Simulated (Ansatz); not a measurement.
Consider the following.

Relaxed La (dhcp type, space group P6_3/mmc):

```
CELL_PARAMETERS angstrom
      3.78465     0.00000     0.00000
     -1.89233     3.27761     0.00000
      0.00000     0.00000    12.02942
ATOMIC_POSITIONS crystal
  La 0.00000 0.00000 0.00000
  La 0.00000 0.00000 0.50000
  La 0.33333 0.66667 0.25000
  La 0.66667 0.33333 0.75000
```

In this cell atom 3 (La, nearest neighbour La at 3.717 Å; its periodic images, 3.8 Å or more away, move with it) is moved by s along Cartesian [110], unit vector (0.707, 0.707, 0.000); all other atoms and the cell stay fixed.

Calculation: r2SCAN (plane waves to 500 eV, PAW, scalar-relativistic; Ansatz, a program for electronic structure). k mesh 11×11×3 (Γ-centred), Fermi-Dirac smearing 0.05 eV. Energies are smeared free energies. With partly filled bands, energies and forces of such displacements shift with the k mesh and the smearing. La is run without spin polarisation. La was relaxed with its symmetry unable to fall. The PAW data are Ansatz's earlier set. The zero of ΔE is the undisplaced structure.

The scan covers s from -0.740 to 0.740 Å in 11 points.

Q: Is the energy the same for displacements of ±0.740 Å, and if not, which side lies higher?

A: Not even: the positive side lies higher at ±0.740 Å. With its periodic images moving along, the atom's site symmetry in this cell is -6m2.

Q: What force acts on the atom along the line at s = -0.740 Å?

A: 0.286 eV/Å.

Q: What is the energy change at s = 0.740 Å?

A: 130 meV/cell.

Q: What is the force constant k = d²E/ds² of this move at s = 0?

A: 0.33 eV/Å².

(For displaced atoms, the force is minus the slope of the energy, and its curvature is a force constant, which sets phonon frequencies.)
